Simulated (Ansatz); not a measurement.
# Stationary points along a deformation path in Cu

Method: DFT r2SCAN, scalar-relativistic, plane waves, PAW in Ansatz 0.2.0. Settings: plane waves to 500 eV, k-mesh 22×22×22 (Γ-centred), Gaussian smearing 0.15 eV. No spin polarisation. Energies are free energies at this smearing, counted from the undisturbed cell; pressure is positive in compression.

Reference structure (as given, not relaxed at this level; it stands at 0.2 GPa; this form isn't the usual structure):

```xyz
2
Lattice="1.2185 -3.9764 0.0000 1.2185 3.9764 0.0000 0.0000 0.0000 2.4755" Properties=species:S:1:pos:R:3 pbc="T T T"
Cu    1.2185    2.9118    0.6189
Cu    1.2185   -2.9118    1.8566
```

At fixed volume and fractional coordinates, lengths along (0.000, 0.000, 1.000) are scaled against those across it; ρ is that ratio over its starting value. V = 11.994 Å³/atom. Δσ is the stress along the axis less the mean stress across it (compression positive).

| ρ | ΔE (meV/atom) | Δσ (GPa) | space group |
| --- | --- | --- | --- |
| 0.850 | 167.2 | 46.40 | Cmcm |
| 0.920 | 38.8 | 19.92 | Cmcm |
| 1.000 | 0.0 | 0.19 | Cmcm |
| 1.100 | 35.8 | -14.16 | Cmcm |
| 1.200 | 114.0 | -21.59 | Cmcm |

Q: How does the stress give the slope of the energy, and where is the energy stationary?

A: Along the path d ln(length) is 2/3 d ln ρ on the axis and −1/3 d ln ρ across it, so dE/d ln ρ = −(2/3) V Δσ: the energy falls with ρ where Δσ is positive. Δσ vanishes or changes sign between ρ = 1.000 and 1.100, a minimum (near 1.00 by linear interpolation). Pairs of stationary points between two samples would go unseen, and could change a minimum read from distant neighbours into a maximum.

Q: Integrate that slope from ρ = 1 to 1.200 by the trapezoid rule.

A: With V/N in Å³ and 1 eV/Å³ = 160.2 GPa the slopes at ρ = 1.000, 1.100, 1.200 are -9, 707, 1077 meV/atom per unit of ln ρ. The steps add 33.2 + 77.6 = 110.8 meV/atom, against 114.0 from the energies; the trapezoid rule misses the curvature of the slope within each step.

Forces appear on the atoms along this scan, and letting them relax would lower the energy and soften the response. In a metal these slopes depend on the k mesh and the smearing.